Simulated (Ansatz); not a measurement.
**Will it converge? Co$_{3}$O$_{4}$**

The cell (14 atoms) is Co$_{3}$O$_{4}$ in the coordinates of a database entry, unrelaxed (space group Fd-3m). Forces or pressure are large there, so the entry is far from the computed equilibrium and may be faulty or of a sample under other conditions, or the chosen U doesn't suit it. Source: COD entry 1526734; the sample's temperature and pressure aren't taken into account, and it need not be the stable phase.

```
CELL_PARAMETERS angstrom
0.00000 4.03250 4.03250
4.03250 0.00000 4.03250
4.03250 4.03250 0.00000
ATOMIC_POSITIONS crystal
O 0.36000 0.36000 0.36000
O 0.92000 0.36000 0.36000
O 0.36000 0.36000 0.92000
O 0.36000 0.92000 0.36000
O 0.89000 0.89000 0.89000
O 0.33000 0.89000 0.89000
O 0.89000 0.89000 0.33000
O 0.89000 0.33000 0.89000
Co 0.75000 0.75000 0.75000
Co 0.12500 0.12500 0.12500
Co 0.62500 0.12500 0.12500
Co 0.12500 0.12500 0.62500
Co 0.12500 0.62500 0.12500
Co 0.50000 0.50000 0.50000
```

Site labels below count the atoms in this order, from 1.

All numbers below come from Ansatz development build ahead of 0.2.0, DFT, PBEsol+U, PAW, plane waves, scalar-relativistic.

```json
{
 "Hubbard term (Dudarev form)": "U − J = 3.32 eV on Co d, on Löwdin-orthonormalised all-electron atomic orbitals",
 "Plane-wave cutoff": "420 eV",
 "k-point mesh": "3×3×3 (Γ-centred)",
 "Occupations": "Fermi–Dirac smearing, 0.03 eV",
 "Spin": "collinear, starting moments Co9 3.00, Co10 3.00, Co11 -3.00, Co12 -3.00, Co13 -3.00, Co14 3.00 μB"
}
```

Site moments are integrals over atomic spheres and don't add up to the total.

The starting density is a sum of atomic densities. β is the mixing step of the charge; the magnetisation has a step of its own, which the program sets unless it is named.

A static U favours moments and orbital order; the result depends on U and need not be the measured state. Only one magnetic start was run, with no search, so the state need not be the lowest.

Default run: converged in 55 iterations, nearly compensated antiferromagnetic, site moments Co9 2.39, Co10 0.03, Co11 -1.81, Co12 -1.81, Co13 -1.81, Co14 2.39 μB, total 0.00 μB per cell, no gap on the k-mesh. The search for lower states is off, and runs that name a mixer don't switch to direct minimisation.

Outcome with linear mixing, β 1.0, Kerker (limit 70 iterations)?

Not converged after 70 iterations. The run falls into a cycle of 2 steps and the residual stays around 6e+03 eV: the energy estimate swings by 220 eV, as each step overshoots and the next one undoes it.

Outcome with Broyden, β 0.9, history 2, no preconditioner (limit 70 iterations)?

Not converged after 70 iterations. The residual swings between 1e+02 and 5e+03 eV without settling.

Outcome with cutoff 300 eV (limit 70 iterations)?

Converged in 45 iterations: free energy shifted by +536 meV/atom, so these numbers say nothing of the material, forces change by up to 0.139 eV/Å, pressure 10.0 GPa against 11.9.

Change to Anderson, β 0.5, history 2, no preconditioner (limit 70 iterations). Does it converge, and to what?

Not converged after 70 iterations. The run falls into a cycle of 3 steps and the residual stays around 3e+03 eV: the energy estimate swings by 240 eV, and the same densities come round again, as the steps overshoot.

The run was started with:
```sh
ansatz run input.yaml --threads 2 --pin off --max-ram 5120MiB --backend cpu --events-out ev --progress --plain --runs-dir out
```

Machine: 2 threads of Arm Neoverse V1 (shared host).

About how long does the default run take there, and how much memory does it need?

120 s, 0.91 GiB (55 iterations, 6 k-points after symmetry).
